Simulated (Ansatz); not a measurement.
Cs$_{2}$VHO$_{4}$:
```yaml
crystal:
  lattice:
    - [2.67728, -6.72301, 0.00000]
    - [2.67728, 6.72301, 0.00000]
    - [0.00000, 0.00000, 8.71153]
  atoms:
    - { symbol: Cs, position: [0.63440, 0.36560, 0.06057] }
    - { symbol: Cs, position: [0.36560, 0.63440, 0.56057] }
    - { symbol: Cs, position: [0.05438, 0.94562, 0.38686] }
    - { symbol: Cs, position: [0.94562, 0.05438, 0.88686] }
    - { symbol: V, position: [0.66927, 0.33073, 0.62448] }
    - { symbol: V, position: [0.33073, 0.66927, 0.12448] }
    - { symbol: H, position: [0.12977, 0.87023, 0.71136] }
    - { symbol: H, position: [0.87023, 0.12977, 0.21136] }
    - { symbol: O, position: [0.36794, 0.63206, 0.94123] }
    - { symbol: O, position: [0.63206, 0.36794, 0.44123] }
    - { symbol: O, position: [0.89663, 0.65091, 0.71125] }
    - { symbol: O, position: [0.10337, 0.34909, 0.21125] }
    - { symbol: O, position: [0.34909, 0.10337, 0.71125] }
    - { symbol: O, position: [0.65091, 0.89663, 0.21125] }
    - { symbol: O, position: [0.20621, 0.79379, 0.13200] }
    - { symbol: O, position: [0.79379, 0.20621, 0.63200] }
```

Relaxed with r²SCAN.

Task: Map the valence electron density (e/Å³), cut off at 1 on the plane through (0.634, 0.366, 0.061) spanned by u = [0, 0, 1] and v = [1, -1, 0] in lattice vectors, from r²SCAN (plane waves, PAW; program Ansatz).

Result: x is the fraction of u, y of v (the angle between them is 90°; rows are the nearest grid lines); atoms in the plane: Cs at (0.00, 0.00), Cs at (0.50, 0.73), Cs at (0.33, 0.42), Cs at (0.83, 0.31), V at (0.56, 0.03), V at (0.06, 0.70), H at (0.65, 0.50), H at (0.15, 0.24), O at (0.88, 0.73), O at (0.38, 1.00).
```
| .#@@+:.  .-@@@@@@@@@@@@@+:.    .:+@@#. |
|@@@%+:.    .-*@@@@+-.....        .:+%@@@|
|#*+-:.      ..:-::..              .:-+*#|
|                                        |
|                ..::::..          ..    |
|:......       .-*@@@@@@*-.    .=@@@@@#=:|
|*@@@@=:.     .:+@@%==%@@+:.  .-@@@@@@@%*|
|@@@@@@@-.     .=%@@%%@@%=.   .:+@@@@@@@@|
|#@@@@@-.        .:=++=:.         ....:-#|
|@@@@@@%-.                            .=@|
|@@@@@@@=.                            :+@|
|=%@@@#-..  .....      .:-=-:.         :=|
|       .:=#@@@@@#=:.  .-+#+-.           |
|      .:+@@#: .#@@+:            ..      |
|       :=@@@=:=%@@+:        .::----:.   |
|        .:=*#%%*=-.       .-*@@@@@@@#-. |
|.     ..                 .:+@@%: :#@@+:.|
|   .-#@#-.           ...  ..-*%@@@@*=:. |
|   .-#@#-.         .-===:....:-===-:.   |
|                  .+@@@@@@-.            |
|                  .=@@@@@#-.            |
|#*+-:.       ..::::=@@@@@=.       .:-+*#|
|@@@%+:.    .:+%@@%#@@@@@@@:.     .:+%@@@|
| .#@@+:.  .-@@@@@@@@@@@@@+:.    .:+@@#. |
```
Scale: ten equal steps from 0.000 (start of ' ') to 1.00 (end of '@'), in the order ' .:-=+*#%@'; x runs from 0.000 to 1.00, y from 0.000 (bottom) to 1.00 (top).

The density is the valence pseudo-density with augmentation charge, so density and ELF within about 1 Å of a nucleus are not all-electron values.

Space group Cmc2_1. The first step of the workflow began from a Materials Project structure, measured or hypothetical; the Crystallography Open Database copy checked does not list it. Its standing as an ambient phase is unchecked. The cell was relaxed with r²SCAN under the symmetry of its start; its stability against distortions is not shown here. The run is not spin-polarised. No Hubbard U is applied. Scalar-relativistic: spin–orbit coupling is off unless named, which matters more the heavier the elements.

Potentials: the later of the program's two PAW sets.
